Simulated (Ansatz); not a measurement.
Suppose LiGeBr₂ takes space group P-3m1 (No. 164), with Li on 1b; Ge on 1a; Br on 2d. The guess for LiGeBr₂ was made by a generator: Li between sheets of the CdBr2 type, stage 1 (host GeBr2; sites filled 1 of 1). A sheet's type names the database crystal that the layer was cut from.

Computed with DFT PBE, scalar-relativistic, plane waves, PAW (Ansatz 0.2.0). Cutoff 420 eV, Γ-centred mesh, Gaussian smearing, no spin polarisation.

Formation energies are uncorrected and refer to the elements' standard structures at the same level. The references include crystalline Br.

Q: Give the relaxed lattice parameters and positions.

A:

Space group P-3m1 (No. 164). a = 4.512 Å, b = 4.512 Å, c = 5.859 Å, α = 90.00°, β = 90.00°, γ = 120.00°
```
atom  site  symmetry       x       y       z
  Li    1b      -3m.  0.0000  0.0000  0.5000
  Ge    1a      -3m.  0.0000  0.0000  0.0000
  Br    2d       3m.  0.6667  0.3333  0.2491
```

Around Li lie 2 Ge at 2.93 Å and 6 Br at 2.99 Å; around Ge lie 2 Li at 2.93 Å and 6 Br at 2.99 Å; Br has 3 Ge at 2.99 Å and 3 Li at 2.99 Å. Another local minimum with the same sites may exist.

Q: And its energy and gap?

A: The energy over the elements is −0.54 eV/atom and the gap on the 12×12×8 mesh of the 4-atom cell is 0 eV (a metal). Whether it is stable depends on the other phases of the system, which aren't compared here.

The last run used Gaussian smearing of 0.10 eV. An odd number of electrons in the primitive cell allows no gap without spin; a larger cell or a magnetic state could open one. The reference form of Br is held partly by dispersion forces, which this level lacks. Symmetry constrained the relaxation, so the result can be a saddle point.
